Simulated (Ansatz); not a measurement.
In PBEsol (plane waves, PAW; program Ansatz), ZrMo in the rock salt structure (Fm-3m) relaxes to a = 5.421 Å. Mo has 6 nearest neighbours from 2.71 Å (octahedral); Zr has 6 nearest neighbours from 2.71 Å (octahedral). Its formation energy from the elements is 1.01 eV/atom, with no fitted shifts.

Electronic character: metallic (no gap). Gap from PBEsol with spin–orbit coupling: none (metallic).

The bulk modulus is 126 GPa. The relaxed-ion elastic constants in GPa are C11 = 281, C12 = 45.4, C44 = -109. The highest mode at Γ lies at 236 cm^-1.

The start of the workflow was typed in or built on a structure type; neither database checked (COD, Materials Project) lists it. Its standing as an ambient phase is unchecked. The cell was relaxed with PBEsol under the symmetry of its start. At this level the phase is mechanically unstable. No spin polarisation was allowed. Its formation energy is positive at this level, so the cell may be metastable or incomplete. As this level gives no gap, shear constants depend on the k-mesh and smearing (Fermi–Dirac, 0.1 eV here). As this level gives no gap, phonon frequencies hold no LO–TO term and depend on the k-mesh and smearing (Fermi–Dirac, 0.1 eV here). The references are the lowest solids computed at this level, not always the standard phases. Scalar-relativistic: spin–orbit coupling is off unless named, which matters more the heavier the elements.

Potentials: the later of the program's two PAW sets.
